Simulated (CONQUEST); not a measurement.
Input and output of a self-consistent single point for Sn2PbSe3 (P1, 12 atoms in the cell; from Materials Project mp-1219016, changed as shown) (CONQUEST).

All values come from this method and carry its errors: LDA (PW92), numerical atomic orbitals double-zeta with polarisation (the shipped basis), PseudoDojo norm-conserving potentials made for LDA (CONQUEST).

The change in words: atoms moved at random. Reference geometry (P-3m1):
```
CELL_PARAMETERS angstrom
      4.29642     0.00000     0.00000
      0.00000     7.44162     0.00000
      0.00000     0.00000    10.52741
ATOMIC_POSITIONS crystal
  Sn 0.00000 0.33333 0.66381
  Sn 0.50000 0.16667 0.33619
  Sn 0.50000 0.83333 0.66381
  Sn 0.00000 0.66667 0.33619
  Pb 0.00000 0.00000 0.00000
  Pb 0.50000 0.50000 0.00000
  Se 0.00000 0.33333 0.17324
  Se 0.50000 0.16667 0.82676
  Se 0.00000 0.00000 0.50000
  Se 0.50000 0.83333 0.17324
  Se 0.00000 0.66667 0.82676
  Se 0.50000 0.50000 0.50000
```

Reference input (self-consistent single point, DFT, LDA (PW92), numerical atomic orbitals double-zeta with polarisation (the shipped basis), PseudoDojo norm-conserving potentials made for LDA): basis = DZP; Diag.MPMeshX, Y, Z = 6 4 2; potentials = PseudoDojo norm-conserving LDA; Grid.GridCutoff = 140 Ha; DM.SolutionMethod = diagon; Diag.kT = 0.003675 Ha; Diag.GammaCentred = true; minE.SCTolerance = 1.0e-06; SC.MaxIters = 100; SC.LinearMixingFactor = 0.5; SC.KerkerPreCondition = true; SC.KerkerFactor = 0.5 1/bohr. This run's input differs from it in these lines:

```diff
@@ -37,14 +37,14 @@
 12
-    0.000000000     0.333333000     0.663810000  1 T T T
-    0.500000000     0.166667000     0.336190000  1 T T T
-    0.500000000     0.833333000     0.663810000  1 T T T
-    0.000000000     0.666667000     0.336190000  1 T T T
-    0.000000000     0.000000000     0.000000000  2 T T T
-    0.500000000     0.500000000     0.000000000  2 T T T
-    0.000000000     0.333333000     0.173240000  3 T T T
-    0.500000000     0.166667000     0.826760000  3 T T T
-    0.000000000     0.000000000     0.500000000  3 T T T
-    0.500000000     0.833333000     0.173240000  3 T T T
-    0.000000000     0.666667000     0.826760000  3 T T T
-    0.500000000     0.500000000     0.500000000  3 T T T
+    0.990586000     0.334517000     0.666278000  1 T T T
+    0.508689000     0.166502000     0.341340000  1 T T T
+    0.517296000     0.834661000     0.663857000  1 T T T
+    0.997049000     0.662680000     0.336418000  1 T T T
+    0.005788000     0.996438000     0.002207000  2 T T T
+    0.494782000     0.509971000     0.995116000  2 T T T
+    0.002354000     0.338965000     0.172438000  3 T T T
+    0.497443000     0.168631000     0.826074000  3 T T T
+    0.994915000     0.988802000     0.497818000  3 T T T
+    0.475607000     0.829526000     0.164417000  3 T T T
+    0.001063000     0.667714000     0.830647000  3 T T T
+    0.514431000     0.501594000     0.503389000  3 T T T
```

Output, abridged:

```
    new_SC_potl: Starting.  Tolerance:  0.10000E-05

    PulayMixSC: Starting Pulay mixing, A_up =  0.500 A_dn =  0.500
    PulayMixSC: Spin non-polarised calculation.
    PulayMixSC: with Kerker preconditioning, q0 =  0.500
          Harris-Foulkes Energy            :    -32164.944099380008993 eV
          GroundState Energy (E-(1/2)TS)   :    -32164.955881965535809 eV
          Free Energy (E-TS)               :    -32164.967664551062626 eV
          DFT Total Energy                 :    -32161.374016461326391 eV
          Total number of electrons        :       179.999999999997954
   [... lines left out ...]
          Total number of electrons        :       180.000189046669703
    PulayMixSC: Pulay iteration    19 residual:              0.12311E-05
          Harris-Foulkes Energy            :    -32163.302574972767616 eV
          GroundState Energy (E-(1/2)TS)   :    -32163.313902717331075 eV
          Free Energy (E-TS)               :    -32163.325230461887259 eV
          DFT Total Energy                 :    -32163.302545755319443 eV
          Total number of electrons        :       180.000188316510474
    PulayMixSC: Pulay iteration    20 residual:              0.89591E-06
    PulayMixSC: Reached SCF tolerance of  0.89591E-06 after     20 iterations
      | Number of electrons      =       180.000188
      |* band energy as 2Tr[K.H] =     -5212.073559701240811 eV
      |  screened ion-ion energy =    -24422.304726334681618 eV
      |  Ha correction           =        54.705026557194422 eV
      |  XC correction           =     -2583.630320090943769 eV
      | GS Energy as E-(1/2)TS   =    -32163.313902717331075 eV
      | Free Energy as E-TS      =    -32163.325230461887259 eV
      |* Harris-Foulkes energy   =    -32163.302574972767616 eV
      |* DFT total energy        =    -32163.302545755319443 eV
      |  estimated accuracy      =        -0.000029217449614 eV

    force: Forces on atoms (eV/a0)
    force:  Atom   X              Y              Z
   [... lines left out ...]
    force:    12  -0.1480928070  -0.0296022113  -0.0974281389

    force: Maximum force :        0.19798445(eV/a0) on atom        10 in z direction
    force: Force Residual:        0.16043065 eV/a0
    force: Total stress:          2.59392329     2.50465339     2.52435881 GPa
    force: Average pressure:     -2.54097850 GPa

    force: Finished force
    get_E_and_F: Change in energy during last step of electronic optimisation: -0.12541E-06
```

The run converged in 20 iterations. CONQUEST prints the stress tensor with tension positive. Against the reference run the free energy rises by 9.2 meV/atom, the pressure goes from -2.76 to -2.54 GPa and the largest force goes from under 0.1 to 0.53 eV/Å.

Spin-orbit coupling is left out, which matters for bands and gaps with elements this heavy. The program uses no crystal symmetry, so grid and mesh can part values that symmetry would make equal. The atom-centred basis is finite, which shifts total energies, pressures and forces against plane waves. The structure comes from a collection of computed structures, made at another level of theory; the collection holds predicted forms beside known ones. No clean gap shows at this smearing width and mesh (spacing up to 0.30 Å⁻¹); the mesh is coarse for partly filled bands, so the values carry mesh errors. Semi-local functionals can close small gaps.

Cost on one core: around 2.1 core-minutes (rough).
